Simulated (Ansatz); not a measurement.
Space group P4/nmm:1 (No. 129). a = 4.162 Å, b = 4.162 Å, c = 9.091 Å, α = 90.00°, β = 90.00°, γ = 90.00°
```tsv
atom	site	symmetry	x	y	z
Pb	2c	4mm	0.5000	0.0000	0.1603
I	2c	4mm	0.5000	0.0000	0.6671
F	2a	-4m2	0.0000	0.0000	0.0000
```

Equation of state of this PbIF structure (not necessarily the ground state), with shape and atoms relaxed at each volume where symmetry leaves them free. Level of theory: Ansatz, DFT PBEsol, scalar-relativistic, plane waves, PAW.

Cutoff 420 eV; k points 6×6×4 on the computed 6-atom cell (Γ-centred); Gaussian smearing, width 0.02 eV; no spin polarisation.

| V (Å³/atom) | E − E(largest V) (meV/atom) | P (GPa) | gap on mesh (eV) |
| --- | --- | --- | --- |
| 24.671 | 3.18 | 1.30 | 1.55 |
| 25.459 | -1.11 | 0.65 | 1.71 |
| 26.246 | -2.48 | 0.01 | 1.83 |
| 27.033 | -1.75 | -0.31 | 1.99 |
| 27.821 | 0.00 | -0.50 | 2.13 |

Fit a third-order Birch–Murnaghan equation to E(V).

V0 = 26.32 Å³/atom, B0 = 13 GPa, B0' = 15.2. B0' is unusual or poorly fixed by this range.

Spin-orbit coupling is left out, which matters for the bands of heavy elements.

The gaps are read on the mesh, which can miss the band edges, so they can be too wide.